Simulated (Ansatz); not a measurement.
An ordered 8-atom cell of InB3As4 on the zincblende lattice (I-42m) at its r2SCAN geometry, run in Ansatz 0.2.0 at 2 levels of theory. All values are calculated for a non-magnetic cell, which may be hypothetical.

The PBE+SOC input:
```yaml
crystal:
  lattice:
    - [-2.5757519381, 2.5757519381, 5.069636748]
    - [2.5757519381, -2.5757519381, 5.069636748]
    - [2.5757519381, 2.5757519381, -5.069636748]
  atoms:
    - { symbol: B, position: [0.75, 0.25, 0.5] }
    - { symbol: As, position: [0.1475337929, 0.578319616, 0.0] }
    - { symbol: B, position: [0.5, 0.5, 0.0] }
    - { symbol: As, position: [0.8524662071, 0.8524662071, 0.4307858231] }
    - { symbol: B, position: [0.25, 0.75, 0.5] }
    - { symbol: As, position: [0.578319616, 0.1475337929, 0.0] }
    - { symbol: In, position: [0.0, 0.0, 0.0] }
    - { symbol: As, position: [0.421680384, 0.421680384, 0.5692141769] }
kpoints:
  mp_grid: { grid: [8, 8, 8] }
  band_path:
    path:
      - [0.0, 0.0, 0.0]
      - [0.0, 0.0, 0.5]
      - [0.25, 0.25, 0.25]
      - [0.0, 0.5, 0.0]
      - [0.5, 0.5, -0.5]
      - [0.3145348634, 0.6854651366, -0.3145348634]
      - [-0.3145348634, 0.3145348634, 0.3145348634]
      - [-0.1290697267, 0.1290697267, 0.5]
      - [0.5, 0.5, -0.1290697267]
    npoints: 1
hamiltonian:
  xc: pbe
scf:
  occupations: { method: fermi_dirac, width: 0.02 }
  n_extra_bands: 12
magnetization:
  noncollinear: true
  spin_orbit: true
output:
  forces: true
  stress: true
  eigenvalues: true
```

Main results, then, where recorded, the levels near the gap in eV from the Fermi energy (columns number the bands from 0), one row a point of the path (Γ, X, P, N, M, S, S₀, R, G):
```
Crystal: 8 atoms, lattice volume = 134.538 Å³
Symmetry: 8 space group operations + 8 with time reversal
Magnetic group: BNS 121.328 (UNI 988)
```
```
Basis set: ecut = 420 eV, 2649 PW (Γ)
Bands: 94, of which v1, the nominal top of the filled ones, is band 82 counted from 1 (81 counted from 0)
k-points: 59 of 512 (time reversal used)
Free energy (F): -25491.151683 eV
Fermi energy:    10.717992 eV
--- Forces (eV/Å), atoms counted from 1 ---
  atom   1  B       0.00000      0.00000      0.00000
  atom   2  As    -0.09322      0.09322    -0.12423
  atom   3  B       0.00000      0.00000      0.00000
  atom   4  As    -0.09322    -0.09322      0.12423
  atom   5  B       0.00000      0.00000      0.00000
  atom   6  As      0.09322    -0.09322    -0.12423
  atom   7  In      0.00000      0.00000      0.00000
  atom   8  As      0.09322      0.09322      0.12423
--- Stress (GPa, compression-positive) ---
        1.914749       0.000000       0.000000
        0.000000       1.914749       0.000000
        0.000000       0.000000       1.847629
  P = ⅓ Tr σ = 1.8924 GPa (18.924 kbar)
```
```tsv
band_76	band_77	band_78	band_79	band_80	band_81	band_82	band_83	band_84	band_85	band_86	band_87
-0.938	-0.938	-0.417	-0.417	-0.247	-0.247	0.248	0.248	0.441	0.441	2.276	2.276
-2.173	-2.173	-1.272	-1.272	-1.128	-1.128	0.629	0.629	1.567	1.567	1.582	1.582
-2.873	-2.873	-1.361	-1.361	-1.249	-1.249	1.356	1.356	1.357	1.357	2.213	2.213
-2.683	-2.683	-2.249	-2.249	-1.837	-1.837	2.195	2.195	2.407	2.407	2.611	2.611
-3.029	-3.029	-1.819	-1.819	-1.811	-1.811	0.635	0.635	0.720	0.720	0.944	0.944
-3.146	-3.110	-1.990	-1.940	-1.586	-1.549	0.897	0.901	1.975	1.977	2.520	2.572
-3.146	-3.110	-1.990	-1.940	-1.586	-1.549	0.897	0.901	1.975	1.977	2.520	2.572
-2.306	-2.305	-1.705	-1.594	-1.312	-1.284	0.936	0.955	2.069	2.074	2.433	2.448
-2.306	-2.305	-1.705	-1.594	-1.312	-1.284	0.936	0.955	2.069	2.074	2.433	2.448
```

The PBE+SOC gap is direct at Γ: 0.49 eV.

PBE0. Against the first input these blocks differ (the band path and keys that only write files left aside):
```yaml
kpoints:
  mp_grid: { grid: [4, 4, 4] }
hamiltonian:
  xc: pbe0
scf:
  occupations: { method: fixed }
  n_extra_bands: 6
```
(magnetization left out)

```
Basis set: ecut = 420 eV, 2649 PW (Γ)
Bands: 47, of which v1, the nominal top of the filled ones, is band 41 counted from 1 (40 counted from 0)
k-points: 13 of 64 (time reversal used)
hybrid outer 1: dexx = +3.803e-2 eV, tail = 2.41e-4 eV
hybrid outer 2: dexx = +7.056e-6 eV, tail = 1.32e-7 eV, Δε = 3.14e-3 eV, ΔF = 2.73e-3 eV/Å
hybrid outer 3: dexx = +9.447e-10 eV, tail = 8.08e-10 eV, Δε = 3.69e-5 eV, ΔF = 5.09e-5 eV/Å
Free energy (F): -25497.230084 eV
Fermi energy:    9.684976 eV
--- Forces (eV/Å), atoms counted from 1 ---
  atom   1  B       0.00000      0.00000      0.00000
  atom   2  As    -0.00564      0.00564    -0.02051
  atom   3  B       0.00000      0.00000      0.00000
  atom   4  As    -0.00564    -0.00564      0.02051
  atom   5  B       0.00000      0.00000      0.00000
  atom   6  As      0.00564    -0.00564    -0.02051
  atom   7  In      0.00000      0.00000      0.00000
  atom   8  As      0.00564      0.00564      0.02051
--- Stress (GPa, compression-positive) ---
       -1.094358       0.000000       0.000000
        0.000000      -1.094358       0.000000
        0.000000       0.000000      -1.061431
  P = ⅓ Tr σ = -1.0834 GPa (-10.834 kbar)
```
```tsv
band_38	band_39	band_40	band_41	band_42	band_43
-0.527	0.000	0.000	1.870	2.046	4.223
-2.001	-0.988	-0.932	2.346	3.373	3.393
-2.763	-1.068	-1.068	3.144	3.144	4.038
-2.569	-2.070	-1.634	4.010	4.250	4.383
-2.976	-1.624	-1.624	2.304	2.371	2.608
-3.070	-1.764	-1.339	2.517	3.757	4.420
-3.070	-1.764	-1.339	2.517	3.757	4.420
-2.110	-1.402	-1.081	2.664	3.857	4.375
-2.110	-1.402	-1.081	2.664	3.857	4.375
```

The PBE0 gap is direct at Γ: 1.87 eV. The mean pressure at these positions is -1.1 GPa, compression counted positive. (The program warns that its thresholds are loose for a hybrid's stress.)

Small level splittings and stresses of the hybrids carry the error of their coarser meshes.

Totals of different functionals, or with and without spin-orbit coupling, can't be compared.

Only the levels marked +SOC include spin-orbit coupling.
